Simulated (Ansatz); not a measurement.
The elements of this relaxed trial crystal are hidden behind letters.

```
lattice vectors (Å)
   5.5638    0.0000    0.0000
   0.0000    5.5638    0.0000
   0.0000    0.0000    5.5638
fractional positions
X 0.7545 0.7545 0.2455
X 0.7545 0.2455 0.7545
X 0.2455 0.7545 0.7545
X 0.2455 0.2455 0.2455
Z 0.5000 0.0000 0.0000
Z 0.0000 0.5000 0.0000
Z 0.0000 0.0000 0.5000
Q 0.5000 0.5000 0.5000
```

All numbers below come from DFT PBE, scalar-relativistic, plane waves, PAW (Ansatz). The final run on the 8-atom cell used 420 eV, a Γ-centred 6×6×6 mesh, 0.02 eV smearing and no spin polarisation.

| Property | Result |
| --- | --- |
| Space group | P-43m (No. 215) |
| Conventional cell | a = 5.564 Å |
| Volume per atom | 21.53 Å³ |
| Density | 4.31 g/cm³ |
| Formation energy | −0.406 eV/atom |
| Gap on the 6×6×6 mesh of the 8-atom cell | 1.16 eV |

Energies are uncorrected and count from the elements' standard states at the same level.

Question: X is a p-block element of period 4, Z is a p-block element of period 3 and Q is a p-block element of period 4. Which elements are they?

Answer: X = Ga, Z = P, Q = As, so the formula is Ga4AsP3. Density times volume gives a mean mass of 4.31 × 21.53/1.6605 = 55.9 u per atom, and this set has 55.8 u. Ga is surrounded by 3 P at 2.40 Å and 1 As at 2.45 Å; P is surrounded by 4 Ga at 2.40 Å; As has 4 Ga at 2.45 Å. Other sets within the hints have nearly the same mass, so mass alone doesn't settle it; this one was computed.

Kohn–Sham gaps at this level usually fall short of measured ones. A structure relaxed within its symmetry needn't be a true minimum.
